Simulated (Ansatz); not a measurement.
KPd (CsCl type) under strong compression

```yaml
crystal:
  lattice:
    - [3.65930, 0.00000, 0.00000]
    - [0.00000, 3.65930, 0.00000]
    - [0.00000, 0.00000, 3.65930]
  atoms:
    - { symbol: K, position: [0.00000, 0.00000, 0.00000] }
    - { symbol: Pd, position: [0.50000, 0.50000, 0.50000] }
```

The cell comes from a relaxation on PAW files under the same functional, begun from a prototype that needn't be the stable phase.

Its volume is scaled at fixed shape and fractional positions.

All numbers are PBEsol results (scalar-relativistic) from Ansatz 0.2.0, with a Γ-centred 10×10×10 k mesh, Fermi–Dirac smearing of 0.05 eV, no spin polarisation. Methods: LAPW: all electrons, basis error target 0.5 meV/atom; PAW: frozen-core files, cutoff 420 eV.

Energies are extrapolated to zero smearing and count from the unscaled cell; pressure is positive in compression; gaps take the mesh and a band path. No temperature or zero-point motion is included.

The PAW files were made under PBE.

| V/V0 | V (Å³/atom) | P LAPW (GPa) | ΔE LAPW (eV/atom) | P PAW − LAPW (GPa) | ΔE PAW − LAPW (meV/atom) |
| --- | --- | --- | --- | --- | --- |
| 1.00 | 24.50 | -0.01 | 0.000 | 0.01 | 0.0 |
| 0.90 | 22.05 | ? | 0.024 | 0.01 | 0.1 |
| 0.60 | 14.70 | ? | 0.875 | -0.03 | 0.2 |

Question: Give the missing entry: row "0.90", column "P LAPW (GPa)".

Answer: 3.53.

Question: Give the missing entry: row "0.60", column "P LAPW (GPa)".

Answer: 47.8.
